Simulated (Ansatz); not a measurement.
MgNi₃C (anti-perovskite, Pm-3m) at seven volumes, PBEsol (plane waves, PAW; program Ansatz), scaled uniformly. One row is withheld.

```tsv
V (Å³/atom)	P (GPa)
9.768	22.39
10.090	13.67
10.412	6.28
10.734	-0.01
11.056	-5.35
11.378	?
11.700	-13.73
```

Q: Fit the shown pressures and predict the withheld one.

A: P = (3/2)B₀(x^(7/2) − x^(5/2))[1 + (3/4)(B′ − 4)(x − 1)] with x = (V₀/V)^(2/3). Least squares on the six rows gives V₀ = 10.734 Å³/atom, B₀ = 193 GPa, B′ = 4.43. At V = 11.378, x = 0.9619 and P = -9.89 GPa. The run itself gave -9.88 GPa.

The first step of the workflow began from a Materials Project structure, measured or hypothetical; the Crystallography Open Database files this formula in space group No. 221, but the cells were not matched. Whether it is the stable phase at ambient conditions was not checked. The PBEsol relaxation kept the symmetry of its start; of distortions, only those at the zone centre were tested. The workflow began spin-polarised and lost its moments.

Potentials: the later of the program's two PAW sets.
